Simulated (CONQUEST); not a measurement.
# How a calculation on BaTiO₃ (P4mm, 5 atoms in the cell; from Materials Project mp-5986) responds to its settings

```xyz
5
Lattice="3.9904 0.0000 0.0000 0.0000 3.9904 0.0000 0.0000 0.0000 4.1027" Properties=species:S:1:pos:R:3 pbc="T T T"
Ba     1.9952     1.9952     2.3900
Ti     0.0000     0.0000     0.4104
O      0.0000     1.9952     0.2635
O      1.9952     0.0000     0.2635
O      0.0000     0.0000     2.2522
```

Base run A: PBE, numerical atomic orbitals double-zeta with polarisation (the shipped basis), PseudoDojo norm-conserving potentials made for PBE in CONQUEST, self-consistent single point.

Its settings: basis = DZP; Diag.MPMeshX, Y, Z = 6 6 6; potentials = PseudoDojo norm-conserving PBE; Grid.GridCutoff = 140 Ha; DM.SolutionMethod = diagon; Diag.kT = 0.000735 Ha; Diag.GammaCentred = true; minE.SCTolerance = 1.0e-06; SC.MaxIters = 100; SC.LinearMixingFactor = 0.5; SC.KerkerPreCondition = true; SC.KerkerFactor = 0.1 1/bohr; AtomMove.TypeOfRun = static.

The program uses no crystal symmetry, so grid and mesh can part values that symmetry would make equal. The atom-centred basis is finite, which shifts total energies, pressures, gaps and forces against plane waves. The structure comes from a collection of computed structures, made at another level of theory; the collection holds predicted forms beside known ones.

ΔF is the free energy per atom less that of run A. 

Run A gave: pressure (GPa) 3.51; largest force (eV/Å) 0.142; gap on the mesh (eV) 1.688.

Runs:
- B: atom 4 moved by -0.08 angstrom along z
- C: atom 4 moved by -0.04 angstrom along z
- D: atom 4 moved by +0.04 angstrom along z
- E: atom 4 moved by +0.08 angstrom along z

What does run E change against A?

The free energy goes up by 4.3 meV/atom, the pressure goes from 3.51 to 3.70 GPa, the largest force goes from 0.142 to 0.496 eV/Å and the gap on the mesh moves little (1.688 to 1.691 eV).

What does run B change against A?

The free energy rises by 3.1 meV/atom, the pressure stays near 3.47 GPa while the xx stress (positive for compression) goes from 3.40 to 2.83 GPa, the largest force goes from 0.142 to 0.424 eV/Å and the gap on the mesh moves little (1.688 to 1.698 eV).

```
run  ΔF (meV/atom)  pressure (GPa)  largest force (eV/Å)  gap on the mesh (eV)
---  -------------  --------------  --------------------  --------------------
A             0.00            3.51                 0.142                 1.688
B              3.1            3.47                 0.424                 1.698
C             0.60            3.43                 0.187                 1.692
D             1.22            3.58                 0.291                 1.688
E              4.3            3.70                 0.496                 1.691
```
